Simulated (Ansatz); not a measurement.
Crystals of one structure type (CsCl type) and one family of elements, relaxed and computed with plane-wave PAW LDA (Ansatz code).

```json
[
 {"crystal": "ZrRu", "K_Hill (GPa)": "209", "G_Hill (GPa)": "84.4"},
 {"crystal": "TiFe", "K_Hill (GPa)": "226", "G_Hill (GPa)": "99.4"},
 {"crystal": "HfRu", "K_Hill (GPa)": "226", "G_Hill (GPa)": "104"},
 {"crystal": "ZrOs", "K_Hill (GPa)": "235", "G_Hill (GPa)": "107"},
 {"crystal": "TiRu", "K_Hill (GPa)": "249", "G_Hill (GPa)": "?"},
 {"crystal": "HfOs", "K_Hill (GPa)": "252", "G_Hill (GPa)": "126"},
 {"crystal": "TiOs", "K_Hill (GPa)": "280", "G_Hill (GPa)": "145"}
]
```

Fit a straight line to ln G against ln K and predict the withheld value.

Least squares on the 6 shown rows: ln G = 1.84 × ln K + (-5.367), with a scatter of 2.5 %. For TiRu this gives 120. The run itself gave 117, a miss of 2.6 % of that.

Standing as an ambient phase not checked: ZrRu, CsCl type; TiFe, CsCl type; HfRu, CsCl type; ZrOs, CsCl type; TiRu, CsCl type; HfOs, CsCl type; TiOs, CsCl type. All cells were relaxed under the symmetry of their starts (and spin orders); stability against distortions was not tested throughout. Rows with no word on spin ran without spin polarisation. Spin–orbit coupling is left out wherever it is not named.

Potentials: the later of the program's two PAW sets.
